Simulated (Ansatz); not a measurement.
Si3N4:
Space group Fd-3m, origin choice 1 (No. 227); a = 7.7300 Å, b = 7.7300 Å, c = 7.7300 Å, α = 90.00°, β = 90.00°, γ = 90.00°

```tsv
atom	site	symmetry	x	y	z
Si	16c	.-3m	0.1250	0.1250	0.1250
Si	8b	-43m	0.5000	0.5000	0.5000
N	32e	.3m	0.3676	0.3676	0.3676
```
(The calculation used a cell of 14 atoms; values per cell refer to that cell.)

Relaxed with r²SCAN. Plane-wave PAW r²SCAN (Ansatz code) gives a gap of 4.03 eV.

**Question.** What gap does HSE06 give on the same cell (Ansatz, PAW)?

**Answer.** 4.75 eV, 0.73 eV more. The hybrid was solved on a coarser mesh and at special points; its gap is the smallest among all of these.

| k | v1 r²SCAN | c1 r²SCAN | v1 HSE06 | c1 HSE06 |
|---|---|---|---|---|
| Γ | -0.03 | 4.03 | -0.04 | 4.75 |
| X | -0.49 | 7.42 | … | … |
| L | -0.38 | 5.67 | … | … |
| W | -0.80 | 7.40 | … | … |
| K | -0.25 | 6.95 | … | … |

**Question.** Top valence (v1) and lowest conduction level (c1) in eV from each method's valence maximum (which need not be a listed point): supply the withheld HSE06 values.

**Answer.** 
- W, v1 HSE06: -0.82
- W, c1 HSE06: 8.21
- L, v1 HSE06: -0.38
- L, c1 HSE06: 6.44
- K, v1 HSE06: -0.25
- K, c1 HSE06: 7.74
- X, v1 HSE06: -0.50
- X, c1 HSE06: 8.26

Cost on shared cores: the r²SCAN run (SCF on a 6×6×6 mesh, then bands and DOS) around 2.1 core-minutes (rough), the HSE06 run (SCF on 4×4×4, then a few points) about 5 core-minutes (a rough figure); the tasks are unlike.

The cell was relaxed with r²SCAN under the symmetry of its start; of distortions, only those at the zone centre were tested.

Potentials: the earlier of the program's two PAW sets.
